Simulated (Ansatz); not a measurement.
SnO$_{2}$:
```xyz
6
Lattice="4.7202 0.0000 0.0000 0.0000 4.7202 0.0000 0.0000 0.0000 3.1887" Properties=species:S:1:pos:R:3 pbc="T T T"
Sn     2.3601     2.3601     1.5944
Sn     0.0000     0.0000     0.0000
O      0.9154     3.8048     1.5944
O      3.8048     0.9154     1.5944
O      3.2754     3.2754     0.0000
O      1.4447     1.4447     0.0000
```

Relaxed with LDA. Special points in fractions of this cell's reciprocal vectors: Γ (0.000, 0.000, 0.000); X (0.000, 0.500, 0.000); M (0.500, 0.500, 0.000); Z (0.000, 0.000, 0.500); R (0.000, 0.500, 0.500); A (0.500, 0.500, 0.500).

**Question.** List the band energies nearest the valence-band maximum at these points for LDA in the plane-wave PAW code Ansatz.

**Answer.** In eV from the valence-band maximum; about four levels below and three above (degenerate sets whole), none deeper than 8.9 eV; points with the same levels are listed once.

```json
[
 {"k": "Γ", "below": "-1.27 -1.27 -0.80 -0.80 0.00", "above": "1.18 5.97 6.11 6.11"},
 {"k": "X", "below": "-1.22 -1.22 -0.65 -0.65", "above": "4.35 4.35 6.86 6.86"},
 {"k": "M", "below": "-1.35 -1.35 -0.91 -0.91", "above": "4.74 4.74 7.35 7.35"},
 {"k": "Z", "below": "-1.72 -1.72 -1.28 -1.28", "above": "6.07 6.07 9.56 9.56"},
 {"k": "R", "below": "-1.13 -1.13 -0.71 -0.71", "above": "6.35 6.35 7.93 7.93"},
 {"k": "A", "below": "-0.98 -0.98 -0.84 -0.84", "above": "4.73 4.73 8.67 8.67"}
]
```

Space group P4_2/mnm (rutile). The cell was relaxed with LDA under the symmetry of its start. Spin–orbit coupling is left out wherever it is not named.

Potentials: the earlier of the program's two PAW sets. The files were generated under PBE; for other functionals the program regenerates the frozen cores, and for LDA and PBEsol the local potential too.
